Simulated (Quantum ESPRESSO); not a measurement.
Ru2Ta4AuZr, one run as intended and one with a planted mistake

Simulated, not a measurement. The program is pw.x of Quantum ESPRESSO 7.5 (plane-wave density functional theory). The cell is made up: eight metal atoms on a face-centred cubic lattice, with elements, volume, strain and displacements drawn at random and not relaxed, so it may be unstable or far from any real phase. PseudoDojo standard norm-conserving files set the functional (PBE unless stated); there is no spin polarisation or spin-orbit coupling, the Fermi-Dirac width of 0.25 eV means electrons at about 2900 K, and the masses in the input are unused placeholders. Heavy elements are run without spin-orbit coupling, which real alloys of them have. A spin test at this wide smearing found no moment, but such smearing suppresses magnetism that the real alloy may have.

Intended input:

```
&control calculation='scf', pseudo_dir='./dojo.nc.sr.pbe.v0_5.standard.upf', outdir='./o', disk_io='minimal', tprnfor=.true., tstress=.true. /
&system ibrav=0, nat=8, ntyp=4, nbnd=76, ecutwfc=84.00895049, nosym=.true., tot_charge=0,
 occupations='smearing', smearing='fd', degauss=0.0183746611
/
&electrons conv_thr=1.470e-08, electron_maxstep=70, mixing_beta=0.5 /
ATOMIC_SPECIES
Au 1.0 Au.upf
Ru 1.0 Ru.upf
Ta 1.0 Ta.upf
Zr 1.0 Zr.upf
CELL_PARAMETERS angstrom
0.0 -2.0313 -2.0313
-4.0625 2.0313 -2.0313
6.0938 6.0938 -4.0625
ATOMIC_POSITIONS angstrom
Ru -0.053 0.0191 -0.1428
Ta -0.0748 2.0923 -1.857
Au -0.1227 4.1043 -4.1666
Zr 3.9922 4.0439 -4.0392
Ta -2.0502 0.0246 -1.9459
Ta -1.9214 2.1558 -4.0596
Ru 2.1398 2.1577 -4.1325
Ta 2.104 4.0416 -6.0896
K_POINTS automatic
8 5 3 1 1 1
```

The log is shortened where brackets say so; the opening notice, blank lines, dates and the lines on written files are dropped, and the path of the files is cut. It prints rydbergs, bohrs and kilobars, and counts compression as positive stress. Its total energy is the free energy E - TS of the whole cell.

Log of the intended run:

```
     Program PWSCF v.7.5
     Parallel version (MPI & OpenMP), running on       4 processor cores
     Number of MPI processes:                 4
     Threads/MPI process:                     1
     [start-up lines left out]
     bravais-lattice index     =            0
     lattice parameter (alat)  =       5.4286  a.u.
     unit-cell volume          =     904.9490 (a.u.)^3
     number of atoms/cell      =            8
     number of atomic types    =            4
     number of electrons       =       115.00
     number of Kohn-Sham states=           76
     kinetic-energy cutoff     =      84.0090  Ry
     charge density cutoff     =     336.0358  Ry
     scf convergence threshold =      1.5E-08
     mixing beta               =       0.5000
     number of iterations used =            8  plain     mixing
     Exchange-correlation= PBE
                           (   1   4   3   4   0   0   0)
     [axes and pseudopotential details left out]
   Cartesian axes
     site n.     atom                  positions (alat units)
         1        Ru     tau(   1) = (  -0.0184496   0.0066488  -0.0497095  )
         2        Ta     tau(   2) = (  -0.0260383   0.7283412  -0.6464320  )
         3        Au     tau(   3) = (  -0.0427125   1.4287296  -1.4504165  )
         4        Zr     tau(   4) = (   1.3897069   1.4077040  -1.4060679  )
         5        Ta     tau(   5) = (  -0.7136860   0.0085634  -0.6773786  )
         6        Ta     tau(   6) = (  -0.6688500   0.7504459  -1.4131692  )
         7        Ru     tau(   7) = (   0.7448762   0.7511073  -1.4385461  )
         8        Ta     tau(   8) = (   0.7324141   1.4069033  -2.1198235  )
     number of k points=    60  Fermi-Dirac smearing, width (Ry)=  0.0184
                       cart. coord. in units 2pi/alat
        k(    1) = (  -0.0092066   0.0173102  -0.1056985), wk =   0.0333333
        k(    2) = (  -0.1270617  -0.1005420   0.0121537), wk =   0.0333333
     [further k points left out]
     Dense  grid:    94153 G-vectors     FFT dimensions: (  32,  60, 108)
     Estimated max dynamical RAM per process >     387.52 MB
     Estimated total dynamical RAM >       1.45 GB
     Initial potential from superposition of free atoms
     starting charge     114.9923, renormalised to     115.0000
     Starting wfcs are   80 randomized atomic wfcs
     total cpu time spent up to now is        7.0 secs
     per-process dynamical memory:   304.1 Mb
     Self-consistent Calculation
     iteration #  1     ecut=    84.01 Ry     beta= 0.50
     Davidson diagonalization with overlap
     ethr =  1.00E-02,  avg # of iterations =  3.0
     total cpu time spent up to now is       24.4 secs
     total energy              =   -1317.96098112 Ry
     estimated scf accuracy    <       7.46943703 Ry
     iteration #  2     ecut=    84.01 Ry     beta= 0.50
     Davidson diagonalization with overlap
     ethr =  6.50E-03,  avg # of iterations =  3.9
     total cpu time spent up to now is       44.9 secs
     total energy              =   -1313.08056924 Ry
     estimated scf accuracy    <     159.79574652 Ry
     [iterations 3 to 19 left out]
     iteration # 20     ecut=    84.01 Ry     beta= 0.50
     Davidson diagonalization with overlap
     ethr =  1.93E-10,  avg # of iterations =  1.4
     total cpu time spent up to now is      317.4 secs
     total energy              =   -1322.70966269 Ry
     estimated scf accuracy    <       0.00000008 Ry
     iteration # 21     ecut=    84.01 Ry     beta= 0.50
     Davidson diagonalization with overlap
     ethr =  7.23E-11,  avg # of iterations =  1.6
     total cpu time spent up to now is      332.0 secs
     End of self-consistent calculation
     [lines on levels left out]
!    total energy              =   -1322.70966269 Ry
     estimated scf accuracy    <          4.9E-09 Ry
     smearing contrib. (-TS)   =      -0.12921309 Ry
     internal energy E=F+TS    =   -1322.58044960 Ry
     The total energy is F=E-TS. E is the sum of the following terms:
     one-electron contribution =    -285.41023960 Ry
     hartree contribution      =     208.78981191 Ry
     xc contribution           =    -259.32690192 Ry
     ewald contribution        =    -986.63312000 Ry
     convergence has been achieved in  21 iterations
     Forces acting on atoms (cartesian axes, Ry/au):
     atom    1 type  2   force =     0.03510786   -0.00694379    0.00993566
     atom    2 type  3   force =     0.07166734    0.02711746   -0.03594960
     atom    3 type  1   force =     0.07503459   -0.01349041    0.04326284
     atom    4 type  4   force =     0.08622539   -0.01452235    0.00370952
     atom    5 type  3   force =    -0.03039951    0.03358343   -0.04101757
     atom    6 type  3   force =    -0.06289768   -0.01873787    0.01354497
     atom    7 type  2   force =    -0.09272543   -0.01535194    0.00537469
     atom    8 type  3   force =    -0.08201256    0.00834546    0.00113950
     Total force =     0.218567     Total SCF correction =     0.000261
     Computing stress (Cartesian axis) and pressure
          total   stress  (Ry/bohr**3)                   (kbar)     P=      153.07
   0.00095091   0.00005126   0.00004072          139.88        7.54        5.99
   0.00005126   0.00119257   0.00015253            7.54      175.43       22.44
   0.00004072   0.00015253   0.00097815            5.99       22.44      143.89
     init_run     :      6.73s CPU      6.95s WALL (       1 calls)
     electrons    :    318.88s CPU    324.95s WALL (       1 calls)
     forces       :      2.66s CPU      2.67s WALL (       1 calls)
     stress       :      8.56s CPU      8.74s WALL (       1 calls)
     [timing details left out]
     PWSCF        :   5m36.94s CPU   5m43.45s WALL
     JOB DONE.
```

A second run has one planted mistake: the files are those of another functional. The input lines that differ:

```
- &control calculation='scf', pseudo_dir='./dojo.nc.sr.pbe.v0_5.standard.upf', outdir='./o', disk_io='minimal', tprnfor=.true., tstress=.true. /
+ &control calculation='scf', pseudo_dir='./dojo.nc.sr.lda.v0_4_1.standard.upf', outdir='./o', disk_io='minimal', tprnfor=.true., tstress=.true. /
```

Its log:

```
     Program PWSCF v.7.5
     Parallel version (MPI & OpenMP), running on       4 processor cores
     Number of MPI processes:                 4
     Threads/MPI process:                     1
     [start-up lines left out]
     bravais-lattice index     =            0
     lattice parameter (alat)  =       5.4286  a.u.
     unit-cell volume          =     904.9490 (a.u.)^3
     number of atoms/cell      =            8
     number of atomic types    =            4
     number of electrons       =       115.00
     number of Kohn-Sham states=           76
     kinetic-energy cutoff     =      84.0090  Ry
     charge density cutoff     =     336.0358  Ry
     scf convergence threshold =      1.5E-08
     mixing beta               =       0.5000
     number of iterations used =            8  plain     mixing
     Exchange-correlation= SLA  PW   NOGX NOGC
                           (   1   4   0   0   0   0   0)
     [axes and pseudopotential details left out]
   Cartesian axes
     site n.     atom                  positions (alat units)
         1        Ru     tau(   1) = (  -0.0184496   0.0066488  -0.0497095  )
         2        Ta     tau(   2) = (  -0.0260383   0.7283412  -0.6464320  )
         3        Au     tau(   3) = (  -0.0427125   1.4287296  -1.4504165  )
         4        Zr     tau(   4) = (   1.3897069   1.4077040  -1.4060679  )
         5        Ta     tau(   5) = (  -0.7136860   0.0085634  -0.6773786  )
         6        Ta     tau(   6) = (  -0.6688500   0.7504459  -1.4131692  )
         7        Ru     tau(   7) = (   0.7448762   0.7511073  -1.4385461  )
         8        Ta     tau(   8) = (   0.7324141   1.4069033  -2.1198235  )
     number of k points=    60  Fermi-Dirac smearing, width (Ry)=  0.0184
                       cart. coord. in units 2pi/alat
        k(    1) = (  -0.0092066   0.0173102  -0.1056985), wk =   0.0333333
        k(    2) = (  -0.1270617  -0.1005420   0.0121537), wk =   0.0333333
     [further k points left out]
     Dense  grid:    94153 G-vectors     FFT dimensions: (  32,  60, 108)
     Estimated max dynamical RAM per process >     387.52 MB
     Estimated total dynamical RAM >       1.45 GB
     Initial potential from superposition of free atoms
     starting charge     114.9938, renormalised to     115.0000
     Starting wfcs are   80 randomized atomic wfcs
     total cpu time spent up to now is        9.0 secs
     per-process dynamical memory:   311.3 Mb
     Self-consistent Calculation
     iteration #  1     ecut=    84.01 Ry     beta= 0.50
     Davidson diagonalization with overlap
     ethr =  1.00E-02,  avg # of iterations =  2.9
     total cpu time spent up to now is       26.4 secs
     total energy              =   -1317.68930832 Ry
     estimated scf accuracy    <       7.17023690 Ry
     iteration #  2     ecut=    84.01 Ry     beta= 0.50
     Davidson diagonalization with overlap
     ethr =  6.23E-03,  avg # of iterations =  3.8
     total cpu time spent up to now is       47.0 secs
     total energy              =   -1313.00860737 Ry
     estimated scf accuracy    <     152.89756579 Ry
     [iterations 3 to 19 left out]
     iteration # 20     ecut=    84.01 Ry     beta= 0.50
     Davidson diagonalization with overlap
     ethr =  1.86E-10,  avg # of iterations =  1.2
     total cpu time spent up to now is      321.4 secs
     total energy              =   -1322.25050471 Ry
     estimated scf accuracy    <       0.00000005 Ry
     iteration # 21     ecut=    84.01 Ry     beta= 0.50
     Davidson diagonalization with overlap
     ethr =  4.36E-11,  avg # of iterations =  1.9
     total cpu time spent up to now is      335.9 secs
     End of self-consistent calculation
     [lines on levels left out]
!    total energy              =   -1322.25050472 Ry
     estimated scf accuracy    <          3.5E-09 Ry
     smearing contrib. (-TS)   =      -0.13008480 Ry
     internal energy E=F+TS    =   -1322.12041992 Ry
     The total energy is F=E-TS. E is the sum of the following terms:
     one-electron contribution =    -288.00426063 Ry
     hartree contribution      =     208.73081087 Ry
     xc contribution           =    -256.21385016 Ry
     ewald contribution        =    -986.63312000 Ry
     convergence has been achieved in  21 iterations
     Forces acting on atoms (cartesian axes, Ry/au):
     atom    1 type  2   force =     0.03130224   -0.00206319    0.00200256
     atom    2 type  3   force =     0.06168793    0.02234137   -0.02891203
     atom    3 type  1   force =     0.06437684   -0.01327102    0.03989951
     atom    4 type  4   force =     0.07740805   -0.01534682    0.00511077
     atom    5 type  3   force =    -0.02534914    0.03203831   -0.03634805
     atom    6 type  3   force =    -0.05464082   -0.01598493    0.01173464
     atom    7 type  2   force =    -0.08152139   -0.01290089    0.00383943
     atom    8 type  3   force =    -0.07326371    0.00518716    0.00267317
     Total force =     0.192074     Total SCF correction =     0.000239
     Computing stress (Cartesian axis) and pressure
          total   stress  (Ry/bohr**3)                   (kbar)     P=       16.43
   0.00002598   0.00005078   0.00004407            3.82        7.47        6.48
   0.00005078   0.00026027   0.00014535            7.47       38.29       21.38
   0.00004407   0.00014535   0.00004882            6.48       21.38        7.18
     init_run     :      6.45s CPU      6.65s WALL (       1 calls)
     electrons    :    321.11s CPU    326.93s WALL (       1 calls)
     forces       :      2.56s CPU      2.56s WALL (       1 calls)
     stress       :      8.51s CPU      8.51s WALL (       1 calls)
     [timing details left out]
     PWSCF        :   5m40.94s CPU   5m47.03s WALL
     JOB DONE.
```

```
                                            intended run  run with the mistake
                          free energy (eV)    -17996.382            -17990.135
         entropy term -TS, part of it (eV)        -1.758                -1.770
                            pressure (GPa)         15.31                  1.64
size of the largest force component (eV/Å)         2.384                 2.096
largest change of a force component (eV/Å)                               0.288
                                iterations            21                    21
```

For scale, a rerun of the intended cell at a higher cutoff and on a denser mesh moved values by no more than 0.006 eV in energy, 0.08 GPa in stress and 0.008 eV/Å in force, and a second program with other atomic files agreed on that cell to 2 % rms in force and 0.5 GPa in pressure. Files of another functional or element have another zero of energy, so the energy change says nothing on stability.